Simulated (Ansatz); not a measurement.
The relaxed structure here is a generated cell of Be: the first start was made by a random draw of sites in a space group, and the end was not matched to a known phase here, so it may be hypothetical. Known forms of Be include space group No. 194.

A relaxed cell of Be (Fm-3m (No. 225)), relaxed on a k-mesh at least as fine as the one used below. Calculation: PBEsol (plane waves to 420 eV, PAW, scalar-relativistic; Ansatz, a quantum-chemistry and plane-wave program). Γ-centred k-mesh 18×9×18 on the run's cell (coarser than for final values), Fermi–Dirac smearing 0.05 eV.

```xyz
2
Lattice="0.0000 1.5738 1.5738 3.1476 0.0000 3.1476 1.5738 1.5738 0.0000" Properties=species:S:1:pos:R:3 pbc="T T T"
Be     0.0000     0.0000     0.0000
Be     1.5738     0.0000     1.5738
```

The atoms are displaced by (Å):

| atom | ux | uy | uz |
|---|---|---|---|
| Be1 | -0.137 | -0.153 | -0.122 |
| Be2 | -0.157 | -0.021 | 0.061 |

Task: What forces (eV/Å) and pressure result?

Result: 
```
atom     Fx     Fy     Fz
----  -----  -----  -----
Be1   -0.02   0.37   0.59
Be2    0.02  -0.37  -0.59
```

Pressure +1.1 GPa.

Task: Estimate the energy cost of the displacement in the harmonic approximation and compare with the calculation.

Result: For a harmonic well ΔE = −½ Σ F·u = 0.079 eV a cell, or 39 meV/atom. The calculated energy relative to the undisplaced cell is +0.04 eV/atom, so the harmonic estimate holds well.

No spin polarisation in the result.

The run that gave the undisplaced cell could not lose the symmetry of its start; a randomly shaken copy of 2 atoms returns to this structure.
